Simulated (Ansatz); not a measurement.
LuH2:
Space group Fm-3m (No. 225); a = b = c = 4.9928 Å, α = β = γ = 90.00°

```csv
atom,site,symmetry,x,y,z
Lu,4a,m-3m,0.0000,0.0000,0.0000
H,8c,-43m,0.2500,0.2500,0.2500
```
(The calculation used a cell of 3 atoms; values per cell refer to that cell.)

Relaxed with r²SCAN.

### Question
Which orbitals make up the states near the Fermi level in DFT-r²SCAN in the program Ansatz with PAW potentials?

### Answer
Within 0.5 eV of the Fermi level: Lu 5d 93 %. Projections are on Löwdin-orthogonalised atomic valence shells; empty p or d shells of many metals are not among them.

### Question
Tabulate the density of states.

### Answer
States/eV per cell of 3 atoms, in 0.25 eV bins, energy from the Fermi level.

```
E (eV)  total  Lu 4f  Lu 5d  H 1s
------  -----  -----  -----  ----
-7.85    0.33   0.00   0.05  0.17
-7.60    0.40   0.00   0.08  0.21
-7.35    0.51   0.01   0.13  0.26
-7.10    0.72   0.01   0.23  0.35
-6.85    0.74   0.02   0.24  0.36
-6.60    0.75   0.03   0.25  0.37
-6.35    0.78   0.05   0.26  0.39
-6.10    0.87   0.09   0.28  0.43
-5.85    1.59   0.21   0.63  0.69
-5.60    8.04   4.45   1.20  2.25
-5.35    0.00   0.00   0.00  0.00
-5.10   46.07  45.86   0.10  0.07
-4.85    3.05   2.43   0.27  0.32
-4.60    3.43   1.77   0.58  1.01
-4.35    1.60   0.60   0.31  0.64
-4.10    0.60   0.18   0.18  0.23
-3.85    0.37   0.09   0.12  0.15
-3.60    0.25   0.05   0.09  0.11
-3.35    0.18   0.03   0.06  0.08
-3.10    0.13   0.02   0.05  0.06
-2.85    0.10   0.01   0.03  0.05
-2.60    0.07   0.01   0.02  0.04
-2.35    0.10   0.01   0.06  0.03
-2.10    0.17   0.00   0.13  0.03
-1.85    0.24   0.00   0.19  0.03
-1.60    0.32   0.00   0.27  0.02
-1.35    0.45   0.00   0.40  0.02
-1.10    0.62   0.00   0.58  0.02
-0.85    0.61   0.00   0.57  0.02
-0.60    0.60   0.00   0.56  0.01
-0.35    0.58   0.00   0.54  0.01
-0.10    0.55   0.00   0.52  0.01
0.15     0.53   0.00   0.49  0.01
0.40     0.50   0.00   0.46  0.01
0.65     0.48   0.00   0.44  0.01
0.90     0.45   0.00   0.42  0.01
1.15     0.44   0.00   0.41  0.01
1.40     0.43   0.00   0.41  0.00
1.65     0.73   0.00   0.70  0.00
1.90     1.29   0.00   1.26  0.00
2.15     1.09   0.00   1.05  0.00
2.40     1.23   0.00   1.12  0.01
2.65     1.57   0.00   1.38  0.03
2.90     1.41   0.00   1.23  0.04
3.15     1.00   0.00   0.86  0.03
3.40     0.95   0.00   0.83  0.03
3.65     0.88   0.00   0.77  0.03
3.90     0.83   0.00   0.72  0.03
4.15     0.85   0.00   0.73  0.04
4.40     0.91   0.00   0.77  0.05
4.65     1.51   0.00   1.14  0.07
```

The workflow started from an entry of the Crystallography Open Database (COD). Its standing as an ambient phase is unchecked. Symmetry was held in the r²SCAN relaxation; its stability against distortions is not shown here. Scalar-relativistic: spin–orbit coupling is off unless named, which matters more the heavier the elements.

Potentials: the later of the program's two PAW sets.
